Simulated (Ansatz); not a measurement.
Starting structure of a cell relaxation (symmetry kept):

```
Hf H
1.0
     4.74927    0.00000    0.00000
    -2.37463    4.11299    0.00000
     0.00000    0.00000    3.20327
Hf H
2 6
Direct
  0.66667 0.33333 0.25000
  0.33333 0.66667 0.75000
  0.36204 0.18102 0.75000
  0.81898 0.18102 0.75000
  0.81898 0.63796 0.75000
  0.63796 0.81898 0.25000
  0.18102 0.81898 0.25000
  0.18102 0.36204 0.25000
```

Theory: DFT r2SCAN, scalar-relativistic, plane waves, PAW (Ansatz 0.2.0).

Plane waves to 500 eV, a k mesh through Γ of 9×9×12 on the computed 8-atom cell and Gaussian smearing (0.10 eV); no spin polarisation.

Q: What does it relax to?

A: The volume decreases by 0.06 Å³/atom to 7.76 Å³/atom, and the energy falls by 0.3 meV/atom. Final structure:
Space group P6_3/mmc (No. 194). a = 4.725 Å, b = 4.725 Å, c = 3.213 Å, α = 90.00°, β = 90.00°, γ = 120.00°
| atom | site | symmetry | x | y | z |
| --- | --- | --- | --- | --- | --- |
| Hf | 2d | -6m2 | 0.6667 | 0.3333 | 0.2500 |
| H | 6h | mm2 | 0.3628 | 0.1814 | 0.7500 |

Spin–orbit coupling is left out, which can shift energies with elements as heavy as these.

Cost: 1 run of about 3.2 core-minutes, on Arm Neoverse V1 (shared hosts).